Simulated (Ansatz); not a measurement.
Os, DFT, PBE, all-electron LAPW, scalar-relativistic (Ansatz 0.2.0), run on 1 thread of Arm Neoverse V1 on a shared host.

The structure comes from a relaxation in the same program, started in the hcp type. Whether it is a known phase or the ground state wasn't checked. The listed cell was then made from it by scaling, straining or moving an atom.

Command: `ansatz run input.yaml --threads 1 --pin off --max-ram 2048MiB --backend cpu --events-out ev --progress --plain --runs-dir out`

```yaml
crystal:
  lattice:
    - [2.7759998825, 0.0, 0.0]
    - [-1.3879999413, 2.4040864191, 0.0]
    - [0.0, 0.0, 4.3839446904]
  atoms:
    - { symbol: Os, position: [0.3333333333, 0.6666666667, 0.25] }
    - { symbol: Os, position: [0.6666666667, 0.3333333333, 0.75] }
kpoints:
  mp_grid: { grid: [16, 16, 9] }
scf:
  occupations: { method: fermi_dirac, width: 0.03 }
hamiltonian:
  xc: pbe
  pseudopotentials: { kind: all_electron, lapw: { basis_error: 0.00025 } }
output:
  forces: true
  stress: true
  eigenvalues: true
```

**Question.** How large is the problem that the program sets up?

**Answer.** 150 irreducible k-points, 391 plane waves at Γ, 56 bands.

**Question.** About how long does it take?

**Answer.** 100 s of wall time for 9 SCF iterations. Times on shared machines scatter by tens of per cent.

**Question.** And the same cell and mesh by PAW with the default files, asked for forces, stress, eigenvalues, efg, on the same hardware?

**Answer.** 5.3 s.
